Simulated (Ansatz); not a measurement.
MgO:
```cif
data_Mg2O2
_chemical_formula_sum 'Mg2 O2'
_space_group_name_H-M_alt 'P63/mmc'
_space_group_IT_number 194
_space_group_name_Hall '-P 6c 2c'
_cell_length_a 3.48676
_cell_length_b 3.48676
_cell_length_c 4.18904
_cell_angle_alpha 90.000
_cell_angle_beta 90.000
_cell_angle_gamma 120.000
loop_
_atom_site_label
_atom_site_type_symbol
_atom_site_symmetry_multiplicity
_atom_site_Wyckoff_symbol
_atom_site_fract_x
_atom_site_fract_y
_atom_site_fract_z
_atom_site_occupancy
Mg1 Mg 2 c 0.33333 0.66667 0.25000 1
O1 O 2 d 0.66667 0.33333 0.25000 1
```

Relaxed with r²SCAN. r²SCAN in the plane-wave PAW code Ansatz gives a gap of 4.09 eV.

**Question.** What gap does HSE06 give on the same cell (Ansatz, PAW)?

**Answer.** 5.04 eV, 0.95 eV more. The hybrid was solved on a coarser mesh and at special points; the gap given is the minimum over both.

```csv
k,v1 r²SCAN,c1 r²SCAN,v1 HSE06,c1 HSE06
Γ,0.00,4.09,0.00,5.04
A,-1.31,7.14,-1.37,8.16
K,-0.91,7.96,(withheld),(withheld)
H,-0.40,8.85,(withheld),(withheld)
M,-0.54,7.66,(withheld),(withheld)
L,-0.83,8.03,(withheld),(withheld)
```

**Question.** Top valence (v1) and lowest conduction level (c1) in eV from each method's valence maximum (which need not be a listed point): supply the withheld HSE06 values.

**Answer.** 
- M, v1 HSE06: -0.56
- M, c1 HSE06: 8.70
- H, v1 HSE06: -0.41
- H, c1 HSE06: 9.90
- L, v1 HSE06: -0.86
- L, c1 HSE06: 9.03
- K, v1 HSE06: -0.95
- K, c1 HSE06: 9.02

Cost on shared cores: the r²SCAN run (SCF on a 9×9×7 mesh, then bands and DOS) around 14 core-seconds (rough), the HSE06 run (SCF on 7×7×5, then a few points) very roughly 50 core-seconds; the tasks are unlike.

Space group P6_3/mmc. The first step of the workflow began from a Materials Project structure, measured or hypothetical; the Crystallography Open Database copy checked does not list it. It is not the phase usual at ambient conditions (space group No. 225). The cell was relaxed with r²SCAN under the symmetry of its start; whether a distortion lowers the energy is not shown.

Potentials: the earlier of the program's two PAW sets. The files were generated under PBE; for other functionals the program regenerates the frozen cores, and for LDA and PBEsol the local potential too.
